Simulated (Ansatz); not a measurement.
Starting structure of a cell relaxation (symmetry kept):

```cif
data_structure
_symmetry_space_group_name_H-M 'P 1'
_symmetry_Int_Tables_number 1
_cell_length_a 3.6639
_cell_length_b 3.6639
_cell_length_c 6.1150
_cell_angle_alpha 90.000
_cell_angle_beta 90.000
_cell_angle_gamma 120.000
_cell_volume 71.09
loop_
_atom_site_label
_atom_site_type_symbol
_atom_site_fract_x
_atom_site_fract_y
_atom_site_fract_z
_atom_site_occupancy
Ti1 Ti 0.00000 0.00000 0.50000 1
Ti2 Ti 0.00000 0.00000 0.00000 1
As1 As 0.66667 0.33333 0.75000 1
As2 As 0.33333 0.66667 0.25000 1
```

Theory: Ansatz 0.2.0, DFT LDA, scalar-relativistic, plane waves, PAW.

Cutoff 420 eV; k points 12×12×8 on the computed 4-atom cell (Γ-centred); Gaussian smearing, width 0.10 eV; no spin polarisation.

What does it relax to?

The volume falls by 1.12 Å³/atom to 16.65 Å³/atom, and the energy falls by 28.7 meV/atom. Final structure:
```
Ti As
1.0
     3.57290    0.00000    0.00000
    -1.78645    3.09422    0.00000
     0.00000    0.00000    6.02367
Ti As
2 2
Direct
  0.00000 0.00000 0.50000
  0.00000 0.00000 0.00000
  0.66667 0.33333 0.75000
  0.33333 0.66667 0.25000
```

Course of the relaxation (steps run on the plane waves of an earlier cell, and the basis is chosen afresh near the end, so energy and pressure can step there; trial steps that raised the energy were taken back; energies are free energies):

```
step E − E_final (meV/atom) P (GPa) V (Å³/atom)
   1                    28.7    -7.75        17.77
   2                     5.8     4.12        16.21
   3                    -0.1    -0.41        16.70
   4                    -0.2    -0.02        16.65
   5                     0.0    -0.04        16.65
```